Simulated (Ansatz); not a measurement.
Ag:
```yaml
crystal:
  lattice:
    - [2.89035, 0.00000, 0.00000]
    - [-1.44518, 2.50312, 0.00000]
    - [0.00000, 0.00000, 4.71664]
  atoms:
    - { symbol: Ag, position: [0.33333, 0.66667, 0.25000] }
    - { symbol: Ag, position: [0.66667, 0.33333, 0.75000] }
```

Relaxed with r²SCAN+D4. Special points in fractions of this cell's reciprocal vectors: Γ (0.000, 0.000, 0.000); M (0.500, 0.000, 0.000); K (0.333, 0.333, 0.000); A (0.000, 0.000, 0.500); L (0.500, 0.000, 0.500); H (0.333, 0.333, 0.500).

### Question
List the band energies nearest the Fermi level at these points for plane-wave PAW r²SCAN+D4 (Ansatz code).

### Answer
In eV from the Fermi level; about four levels below and three above (degenerate sets whole), none deeper than 8.9 eV; … stands for higher levels left out; points with the same levels are listed once.

| k | below | above |
|---|---|---|
| Γ | -4.51 -4.51 -3.48 -3.48 -0.35 | 3.67 16.03 … |
| M | -4.14 -3.34 -3.28 -3.20 | 0.09 1.55 7.17 |
| K | -4.39 -3.61 -3.61 -3.50 | 3.23 3.23 3.24 |
| A | -3.80 -3.80 -3.80 -3.80 | 11.52 11.52 … |
| L | -3.51 -3.51 -3.25 -3.25 | 0.82 0.82 4.71 4.71 |
| H | -4.45 -4.45 -3.43 -3.43 | 4.22 4.22 5.77 5.77 |

Space group P6_3/mmc (hcp (Mg type)). The workflow started from a Materials Project entry (that database holds measured and hypothetical structures alike); the Crystallography Open Database files this formula in space group No. 194, but the cells were not matched. It is not the phase usual at ambient conditions (space group No. 225). Symmetry was held in the r²SCAN+D4 relaxation; whether a distortion lowers the energy is not shown. The run is not spin-polarised. The pairwise dispersion correction was not fitted to metals. Scalar-relativistic: spin–orbit coupling is off unless named, which matters more the heavier the elements.

Potentials: the later of the program's two PAW sets.
